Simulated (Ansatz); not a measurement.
## Br: short molecular dynamics at 1200 K

All numbers below come from DFT PBEsol, scalar-relativistic, plane waves, PAW (Ansatz 0.2.0). Settings: plane waves to 420 eV, k-mesh 2×2×2 (shifted by 0.5, 0.5, 0.5 steps), Fermi–Dirac smearing 0.1 eV. The mesh is coarse. No spin polarisation.

18 atoms, starting at 1.04 times the perfect crystal's volume (space group I4/mmm, not the usual structure, the cell as given, not relaxed at this level); Langevin thermostat at 1200 K (friction 0.02 fs⁻¹), fixed cell; 33 steps of 1.5 fs. The run is short and not equilibrated. The crystal has no gap, and so coarse a mesh can leave errors of tens of meV/atom and of a GPa or more.

First frame:

```
CELL_PARAMETERS angstrom
2.88445 2.88445 7.24919
-8.65334 0.00000 0.00000
0.00000 -8.65334 0.00000
ATOMIC_POSITIONS crystal
Br 0.00000 0.66667 0.66667
Br 0.00000 0.33333 0.66667
Br 0.00000 0.00000 0.66667
Br 0.00000 0.66667 0.33333
Br 0.50000 0.66667 0.66667
Br 0.00000 0.33333 0.33333
Br 0.50000 0.33333 0.66667
Br 0.00000 0.00000 0.33333
Br 0.50000 0.00000 0.66667
Br 0.00000 0.66667 0.00000
Br 0.50000 0.66667 0.33333
Br 0.00000 0.33333 0.00000
Br 0.50000 0.33333 0.33333
Br 0.00000 0.00000 0.00000
Br 0.50000 0.00000 0.33333
Br 0.50000 0.66667 0.00000
Br 0.50000 0.33333 0.00000
Br 0.50000 0.00000 0.00000
```

* Mean temperature over the second half: 1165 K
* Mean pressure over the second half (kinetic part included): -0.6 GPa
* Mean potential energy above the perfect crystal (as given, at volume ratio 1; besides heat the difference comes from the volume, 4 % larger; the free energy holds the electrons' entropy): 34 meV/atom
* Mean-square drift of Br from first to last step (mean shift of all atoms removed): 0.06 Å²

Pair distribution functions g(r), second half of the run, up to half the cell's height:

```tsv
r (Å)	Br-Br
2.25	0.0
2.35	0.1
2.45	0.2
2.55	0.2
2.65	0.5
2.75	2.6
2.85	2.9
2.95	2.9
3.05	1.7
3.15	0.6
3.25	0.0
3.35	0.0
3.45	0.0
3.55	0.0
```

Along the run (potential energy from its first value; pressure with the kinetic part):

```tsv
t (fs)	T (K)	ΔE_pot (meV/atom)	P (GPa)
0.0	1133	0.0	-1.4
1.5	1062	0.1	-1.4
3.0	1039	0.2	-1.4
4.5	1195	0.5	-1.3
6.0	1242	0.8	-1.3
7.5	1322	1.2	-1.2
9.0	1249	1.8	-1.3
10.5	1183	2.4	-1.3
12.0	1180	3.2	-1.3
13.5	1176	4.0	-1.2
15.0	1176	5.0	-1.2
16.5	1114	5.9	-1.2
18.0	1220	6.9	-1.1
19.5	1193	8.0	-1.1
21.0	1218	9.2	-1.1
22.5	1105	10.3	-1.1
24.0	1171	11.5	-1.0
25.5	1150	12.7	-1.0
27.0	1107	14.1	-1.0
28.5	1041	15.5	-1.0
30.0	1084	16.9	-0.9
31.5	1178	18.4	-0.8
33.0	1224	20.1	-0.8
34.5	1225	21.8	-0.7
36.0	1241	23.4	-0.6
37.5	1102	24.9	-0.7
39.0	1168	26.5	-0.6
40.5	1256	28.2	-0.5
42.0	1206	29.8	-0.4
43.5	1173	31.4	-0.4
45.0	1205	32.8	-0.3
46.5	1233	34.2	-0.2
48.0	1112	35.6	-0.2
49.5	1103	37.0	-0.2
```

Cost: 1 run of about 9.3 core-minutes (earlier runs that led there not counted), on Arm Neoverse V1 (shared hosts).